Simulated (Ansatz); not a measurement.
Relaxation of a generated cell, FeNi placed in the AFLOW prototype AB_oP4_59_a_b (as in CuTe); 4 atoms in the cell, which starts as Pmmn, origin choice 1 (No. 59), oP4; a = 2.5040 Å, b = 3.2512 Å, c = 5.5247 Å, α = β = γ = 90.00°. These are PBE (plane waves to 420 eV, PAW, scalar-relativistic; Ansatz, a first-principles code) values and carry that method's errors. Γ-centred k-mesh 13×10×6 on the run's cell (coarser than for final values), Fermi–Dirac smearing 0.05 eV. This is the first round of the run. Spin-polarised start, with parallel moments on Fe, Ni.

The optimiser's lines from the output (shortened; P is positive under compression):

```
relax step   1: F+E_penalty+E_count = -20634.62821887 eV  Δ(F+E_penalty+E_count) = +0.000e0 eV  max|allowed force component| = 7.762e0 eV/Å  Δτ_max = 0.0000 Å  P = +64.165 GPa  Ω = 44.977 Å³  (21 SCF iters, dr2 threshold 1.00e-7 eV, accepted)
relax step   2: F+E_penalty+E_count = -20637.00120750 eV  Δ(F+E_penalty+E_count) = -2.373e0 eV  max|allowed force component| = 4.020e0 eV/Å  Δτ_max = 0.1365 Å  P = +24.517 GPa  Ω = 46.972 Å³  (18 SCF iters, dr2 threshold 4.00e-7 eV, accepted)
relax step   3: F+E_penalty+E_count = -20638.37403215 eV  Δ(F+E_penalty+E_count) = -1.373e0 eV  max|allowed force component| = 2.405e0 eV/Å  Δτ_max = 0.1930 Å  P = +17.686 GPa  Ω = 45.630 Å³  (24 SCF iters, dr2 threshold 4.00e-7 eV, accepted)
relax step   4: F+E_penalty+E_count = -20639.33755170 eV  Δ(F+E_penalty+E_count) = -9.635e-1 eV  max|allowed force component| = 1.125e0 eV/Å  Δτ_max = 0.1814 Å  P = +5.670 GPa  Ω = 45.618 Å³  (12 SCF iters, dr2 threshold 4.00e-7 eV, accepted)
relax step   5: F+E_penalty+E_count = -20639.81192889 eV  Δ(F+E_penalty+E_count) = -4.744e-1 eV  max|allowed force component| = 6.389e-1 eV/Å  Δτ_max = 0.1269 Å  P = +3.188 GPa  Ω = 44.818 Å³  (13 SCF iters, dr2 threshold 4.00e-7 eV, accepted)
relax step   6: F+E_penalty+E_count = -20640.06224268 eV  Δ(F+E_penalty+E_count) = -2.503e-1 eV  max|allowed force component| = 2.213e-1 eV/Å  Δτ_max = 0.0973 Å  P = +1.047 GPa  Ω = 44.070 Å³  (11 SCF iters, dr2 threshold 4.00e-7 eV, accepted)
relax step   7: F+E_penalty+E_count = -20640.07624028 eV  Δ(F+E_penalty+E_count) = -1.400e-2 eV  max|allowed force component| = 7.642e-2 eV/Å  Δτ_max = 0.0363 Å  P = +0.304 GPa  Ω = 44.258 Å³  (10 SCF iters, dr2 threshold 4.00e-7 eV, accepted)
relax step   8: F+E_penalty+E_count = -20640.08165558 eV  Δ(F+E_penalty+E_count) = -5.415e-3 eV  max|allowed force component| = 1.077e-1 eV/Å  Δτ_max = 0.0437 Å  P = -1.009 GPa  Ω = 44.731 Å³  (11 SCF iters, dr2 threshold 4.00e-7 eV, accepted)
relax step   9: F+E_penalty+E_count = -20640.08516551 eV  Δ(F+E_penalty+E_count) = -3.510e-3 eV  max|allowed force component| = 8.684e-2 eV/Å  Δτ_max = 0.0129 Å  P = +0.600 GPa  Ω = 44.382 Å³  (11 SCF iters, dr2 threshold 4.00e-7 eV, accepted)
relax step  10: F+E_penalty+E_count = -20640.08516694 eV  Δ(F+E_penalty+E_count) = -1.428e-6 eV  max|allowed force component| = 9.364e-2 eV/Å  Δτ_max = 0.0194 Å  P = -0.617 GPa  Ω = 44.503 Å³  (11 SCF iters, dr2 threshold 4.00e-7 eV, accepted)
relax step  11: F+E_penalty+E_count = -20640.08667280 eV  Δ(F+E_penalty+E_count) = -1.506e-3 eV  max|allowed force component| = 1.301e-2 eV/Å  Δτ_max = 0.0096 Å  P = +0.135 GPa  Ω = 44.408 Å³  (9 SCF iters, dr2 threshold 4.00e-7 eV, accepted)
relax step  12: F+E_penalty+E_count = -20640.08670297 eV  Δ(F+E_penalty+E_count) = -3.018e-5 eV  max|allowed force component| = 7.348e-3 eV/Å  Δτ_max = 0.0008 Å  P = -0.013 GPa  Ω = 44.427 Å³  (7 SCF iters, dr2 threshold 1.56e-7 eV, accepted)
relax step  13: F+E_penalty+E_count = -20640.08671036 eV  Δ(F+E_penalty+E_count) = -7.391e-6 eV  max|allowed force component| = 2.003e-4 eV/Å  Δτ_max = 0.0011 Å  P = +0.001 GPa  Ω = 44.428 Å³  (7 SCF iters, dr2 threshold 1.71e-8 eV, accepted)
relax step  14: F+E_penalty+E_count = -20640.25453828 eV  Δ(F+E_penalty+E_count) = -1.678e-1 eV  max|allowed force component| = 4.785e-3 eV/Å  Δτ_max = 0.0000 Å  P = +5.196 GPa  Ω = 44.428 Å³  stress off target by 1.43e1 GPa  SCF on the basis re-selected at this cell (its energy is not comparable with the rows above)  (15 SCF iters)
relax step  15: F+E_penalty+E_count = -20640.32270841 eV  Δ(F+E_penalty+E_count) = -6.817e-2 eV  max|allowed force component| = 1.569e-2 eV/Å  Δτ_max = 0.0060 Å  P = +2.101 GPa  Ω = 45.007 Å³  (10 SCF iters, dr2 threshold 4.00e-7 eV, accepted)
relax step  16: F+E_penalty+E_count = -20640.33969381 eV  Δ(F+E_penalty+E_count) = -1.699e-2 eV  max|allowed force component| = 1.977e-2 eV/Å  Δτ_max = 0.0026 Å  P = -0.138 GPa  Ω = 45.519 Å³  (11 SCF iters, dr2 threshold 4.00e-7 eV, accepted)
relax step  17: F+E_penalty+E_count = -20640.33972314 eV  Δ(F+E_penalty+E_count) = -2.933e-5 eV  max|allowed force component| = 1.411e-2 eV/Å  Δτ_max = 0.0040 Å  P = +0.390 GPa  Ω = 45.384 Å³  (8 SCF iters, dr2 threshold 2.40e-7 eV, rejected (line search))
relax step  18: F+E_penalty+E_count = -20640.33982445 eV  Δ(F+E_penalty+E_count) = -1.306e-4 eV  max|allowed force component| = 3.021e-3 eV/Å  Δτ_max = 0.0029 Å  P = -0.009 GPa  Ω = 45.482 Å³  (15 SCF iters, accepted)
relax step  19: F+E_penalty+E_count = -20640.33983525 eV  Δ(F+E_penalty+E_count) = -1.080e-5 eV  max|allowed force component| = 8.737e-4 eV/Å  Δτ_max = 0.0012 Å  P = +0.003 GPa  Ω = 45.478 Å³  (10 SCF iters, dr2 threshold 5.11e-9 eV, accepted)
relax step  20: F+E_penalty+E_count = -20640.34086368 eV  Δ(F+E_penalty+E_count) = -1.028e-3 eV  max|allowed force component| = 9.642e-4 eV/Å  Δτ_max = 0.0000 Å  P = +0.062 GPa  Ω = 45.478 Å³  stress off target by 1.54e-1 GPa  SCF on the basis re-selected at this cell (its energy is not comparable with the rows above)  (13 SCF iters)
relax step  21: F+E_penalty+E_count = -20640.34081401 eV  Δ(F+E_penalty+E_count) = +4.967e-5 eV  max|allowed force component| = 2.599e-3 eV/Å  Δτ_max = 0.0010 Å  P = -0.197 GPa  Ω = 45.542 Å³  (8 SCF iters, dr2 threshold 5.93e-8 eV, rejected (line search))
relax step  22: F+E_penalty+E_count = -20640.34086948 eV  Δ(F+E_penalty+E_count) = -5.797e-6 eV  max|allowed force component| = 3.815e-4 eV/Å  Δτ_max = 0.0005 Å  P = +0.014 GPa  Ω = 45.490 Å³  (15 SCF iters, accepted)
relax step  23: F+E_penalty+E_count = -20640.34086860 eV  Δ(F+E_penalty+E_count) = +8.767e-7 eV  max|allowed force component| = 2.520e-5 eV/Å  Δτ_max = 0.0002 Å  P = -0.000 GPa  Ω = 45.493 Å³  (7 SCF iters, dr2 threshold 3.16e-9 eV, accepted)
relax step  24: F+E_penalty+E_count = -20640.34087560 eV  Δ(F+E_penalty+E_count) = -6.998e-6 eV  max|allowed force component| = 2.665e-5 eV/Å  Δτ_max = 0.0000 Å  P = -0.001 GPa  Ω = 45.493 Å³  stress off target by 7.35e-4 GPa  SCF on the basis re-selected at this cell (its energy is not comparable with the rows above)  (9 SCF iters)
```

From the first to the last row the energy changes by -1.43 eV/atom and the volume by +1.1 %. The last row is marked as not comparable with the walk above it, whose basis was carried along; it does compare with step 1, since both stand on a basis selected at the nominal cutoff for their own cell.

Energy and pressure jump between steps 13 and 14 at one geometry, where the plane-wave basis was selected anew. While the cell walks, the set of plane waves is carried along, so its effective cutoff drifts with the strain; re-selecting it at 420 eV moved the energy by -0.042 eV/atom and the pressure by 5.2 GPa. Only step 1 and rows on a re-selected basis compare with each other.

Steps 17, 21 were rejected by the optimiser.

Later rounds, restarted from the end of this one on a renewed k-mesh, logged 5 more steps and released under 0.01 eV/atom more. The final structure after all rounds: Pmmn, origin choice 1 (No. 59), oP4; a = 2.475 Å, b = 4.128 Å, c = 4.449 Å, α = β = γ = 90.00°. Between re-selections the logged energies stand on a plane-wave basis carried along with the cell. Spin state reached: ferromagnetic (net 1.61 μB/atom), from parallel starting moments; other spin orders were not run from this start.

The run could not lose the symmetry of its start, so the end can be a saddle point.

The relaxed structure here is a generated cell of FeNi: the first start was made by placing the elements on the sites of a structure type, and the end was not matched to a known phase here, so it may be hypothetical.
